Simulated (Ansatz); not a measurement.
ScBeNO in space group P3m1 (No. 156; Sc on 1b, Be on 1c, O on 1b, N on 1c), PBE+D3(BJ) in the plane-wave PAW code Ansatz. The conduction-band minimum lies at Γ, with 1 equivalent valley. Second derivatives d²E/dk² of the lowest band at one valley (eV·Å²), along Cartesian directions:

```json
[
 {"direction": "[100]", "d²E/dk²": "20.29"},
 {"direction": "[010]", "d²E/dk²": "20.29"},
 {"direction": "[001]", "d²E/dk²": "12.34"},
 {"direction": "[110]", "d²E/dk²": "20.29"},
 {"direction": "[101]", "d²E/dk²": "16.32"},
 {"direction": "[011]", "d²E/dk²": "16.32"}
]
```

Find the principal effective masses, the density-of-states mass and the conductivity mass.

Off-diagonal terms follow from H_xy = H[110] − (H_xx + H_yy)/2, and m*/mₑ = 7.620 eV·Å² over each eigenvalue: 0.38, 0.38, 0.62. One valley's DOS mass (m₁m₂m₃)^(1/3) = 0.44, conductivity mass 3/(Σ 1/mᵢ) = 0.43 mₑ.

What effective density of states Nc follows at 300 K for parabolic valleys?

Nc = 2.509e19 × 1 × (0.44)^(3/2) ≈ 7.3e18 cm⁻³.

The start of the workflow was typed in or built on a structure type; neither database checked (COD, Materials Project) lists it. Its standing as an ambient phase is unchecked. Symmetry was held in the PBE+D3(BJ) relaxation; its stability against distortions is not shown here. No spin polarisation was allowed. The volume moved by -22 % from the start of the relaxation.

Potentials: the earlier of the program's two PAW sets.

Edges and masses are those of Kohn–Sham bands, whose gap is no quasiparticle gap.
